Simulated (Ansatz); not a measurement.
The elements of this relaxed trial crystal are hidden behind letters.

```
lattice vectors (Å)
  -3.0498    3.0498    6.0894
   3.0498   -3.0498    6.0894
   3.0498    3.0498   -6.0894
fractional positions
X 0.6418 0.6418 0.5250
X 0.1168 0.1168 0.4750
X 0.8832 0.3582 0.0000
X 0.3582 0.8832 0.0000
Z 0.5000 0.5000 0.0000
Z 0.7500 0.2500 0.5000
Z 0.2500 0.7500 0.5000
Q 0.0000 0.0000 0.0000
```

Theory: DFT PBE, scalar-relativistic, plane waves, PAW in Ansatz 0.2.0. Settings of the last relaxation (8-atom cell): 420 eV, 10×10×10 k points, Gaussian smearing of 0.10 eV, no spin polarisation.

- Space group: I-42m (No. 121)
- Conventional cell: a = 6.100 Å, c = 12.179 Å
- Volume per atom: 28.32 Å³
- Density: 5.27 g/cm³
- Energy over the elements: −0.20 eV/atom
- Gap on the 10×10×10 mesh of the 8-atom cell: 0 eV (the bands meet within 0.015 eV)

Energies are uncorrected and count from the elements' standard states at the same level.

Question: X is a p-block element of period 4, Z is a p-block element of period 5 and Q is a p-block element of period 4. Which elements are they?

Answer: X = Ga, Z = Sb, Q = As, so the formula is Ga4Sb3As. Density times volume gives a mean mass of 5.27 × 28.32/1.6605 = 89.9 u per atom, and this set has 89.9 u. Among the elements that the hints allow, noble gases aside, only these give it. Around Ga lie 1 As at 2.52 Å and 3 Sb at 2.67–2.70 Å; around Sb on a site of symmetry -42m lie 4 Ga at 2.70 Å; around As lie 4 Ga at 2.52 Å; 1 more site not described.

These runs have no spin–orbit coupling, which can matter for Sb. The zero gap may come from the functional, which often closes small gaps. A later test with randomly moved atoms came back to the same energy, though modes that don't fit the test's cell weren't probed.
